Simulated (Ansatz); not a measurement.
**HfGeTe (P4/nmm): electronic heat capacity and spin susceptibility from the density of states**

Theory: DFT r2SCAN, scalar-relativistic, plane waves, PAW in Ansatz.

Plane waves to 500 eV, a k mesh through Γ of 10×10×4 on the computed 6-atom cell and Gaussian smearing (0.10 eV); no spin polarisation.

Relaxed cell: P4/nmm, a = 3.735 Å, b = 3.735 Å, c = 10.175 Å, α = 90.00°, β = 90.00°, γ = 90.00°, 6 atoms in the primitive cell. Whether it is the stable form of this composition wasn't checked.

The density of states at the Fermi level is 1.305 states/eV in the cell of 6 atoms (2 formula units; both spins, tetrahedra on a 15×15×6 mesh). Averaged over bins of 0.1 eV the density runs from 0.7 to 1.4 states/eV within 0.2 eV of the Fermi level, so the figure hangs on the exact place of that level.

Q: What Sommerfeld coefficient and Pauli susceptibility does this give?

A: Per formula unit N(E_F) = 0.653 states/eV. γ = (π²/3) k_B² N(E_F) N_A = 2.357 mJ/(mol K²) per state/eV, so γ = 1.5 mJ/(mol K²), a mole of formula units. χ_P = μ_B² N(E_F) N_A = 3.23×10⁻⁵ emu/mol per state/eV gives 2.1×10⁻⁵ emu/mol. This is the bare band result: a measured γ of the same phase is as a rule larger by a factor 1 + λ from phonons and spin fluctuations, the spin part of χ is larger by the Stoner factor, and a measured χ also holds orbital and core terms. N(E_F) at one energy is sensitive to the mesh where the density of states has sharp peaks.

Spin-orbit coupling is left out, which matters for the bands of heavy elements. The cell holds layers, and r2SCAN describes their binding at middle range but leaves out its long-range dispersion part.

Cost: 1 run of about 4.8 core-minutes, on Arm Neoverse V2 (shared hosts).